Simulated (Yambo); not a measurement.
Tl3GaF6 (space group Fm-3m, No. 225), G0W0@LDA (Yambo, plasmon pole, terminator in G, 2×2×2 mesh): gap X → X in eV by bands and screening block.

```json
[
 {"bands (W and G)": "81", "2 Ry": "6.03", "3 Ry": "5.97", "4 Ry": "…", "6 Ry": "…", "7 Ry": "5.90"},
 {"bands (W and G)": "114", "2 Ry": "5.87", "3 Ry": "5.84", "4 Ry": "5.82", "6 Ry": "5.80", "7 Ry": "5.80"},
 {"bands (W and G)": "160", "2 Ry": "…", "3 Ry": "5.81", "4 Ry": "5.80", "6 Ry": "5.79", "7 Ry": "5.80"},
 {"bands (W and G)": "217", "2 Ry": "5.81", "3 Ry": "5.80", "4 Ry": "5.79", "6 Ry": "5.80", "7 Ry": "5.81"},
 {"bands (W and G)": "276", "2 Ry": "5.81", "3 Ry": "5.79", "4 Ry": "5.79", "6 Ry": "5.79", "7 Ry": "5.80"}
]
```

Question: Estimate the withheld gaps from their neighbours; the computed values follow.

Answer: 
- 81, 4 Ry: 5.94
- 81, 6 Ry: 5.91
- 160, 2 Ry: 5.83

The largest settings aren't shown to be the converged limit.

The standard potentials for Ga, Tl keep a d shell in the valence without the s and p states of that shell. In tests on such compounds this moved G0W0 gaps by up to about 0.9 eV, so absolute quasiparticle energies here are unreliable; differences between settings are what counts.

Spin-orbit coupling is not included.

Geometry of the Materials Project entry, not relaxed at this level; primitive cell a = 6.349 Å, b = 6.349 Å, c = 6.349 Å, α = 60.00°, β = 60.00°, γ = 60.00°.

The structure is a Materials Project entry; no match was found in the copy of COD used, and its stability was not checked.
